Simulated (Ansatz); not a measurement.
Computed properties of Be

Be:
```cif
data_Be2
_chemical_formula_sum 'Be2'
_space_group_name_H-M_alt 'Im-3m'
_space_group_IT_number 229
_space_group_name_Hall '-I 4 2 3'
_cell_length_a 2.46112
_cell_length_b 2.46112
_cell_length_c 2.46112
_cell_angle_alpha 90.000
_cell_angle_beta 90.000
_cell_angle_gamma 90.000
loop_
_atom_site_label
_atom_site_type_symbol
_atom_site_symmetry_multiplicity
_atom_site_Wyckoff_symbol
_atom_site_fract_x
_atom_site_fract_y
_atom_site_fract_z
_atom_site_occupancy
Be1 Be 2 a 0.00000 0.00000 0.00000 1
```
(The calculation used a cell of 1 atom; values per cell refer to that cell.)

Space group Im-3m (No. 229), bcc (W type); conventional cell a = b = c = 2.461 Å, α = β = γ = 90.00°.

Method: plane-wave PAW LDA (Ansatz code). The cell and atoms are relaxed at this level. Other levels are named where they apply.

**Cell and energy**

* **Volume per atom**: 7.45 Å³
* **Density**: 2.01 g/cm³

**Electronic structure**

- Electronic character: metallic (no gap)
- Density of states at the Fermi level: 0.11 states/eV per atom (mean over ±0.08 eV)

**Mechanics**

* **Bulk modulus (Birch–Murnaghan fit)**: 133 GPa
* **Pressure derivative B′**: 3.3
* **Elastic constants (relaxed ions, GPa)**: C11 = 187, C12 = 106, C44 = 227
* **Mechanical stability**: stable (all eigenvalues of C positive)
* **Hill bulk and shear moduli**: 133 and 116 GPa
* **Young's modulus**: 270 GPa
* **Poisson's ratio**: 0.16
* **Debye temperature from the elastic constants**: 1280 K

The first step of the workflow began from a Materials Project structure, measured or hypothetical; the Crystallography Open Database copy checked does not list it. It is not the phase usual at ambient conditions (space group No. 194). The LDA relaxation kept the symmetry of its start; whether a distortion lowers the energy is not shown. As this level gives no gap, shear constants depend on the k-mesh and smearing (Fermi–Dirac, 0.1 eV here).

Potentials: the earlier of the program's two PAW sets. The files were generated under PBE; for other functionals the program regenerates the frozen cores, and for LDA and PBEsol the local potential too.
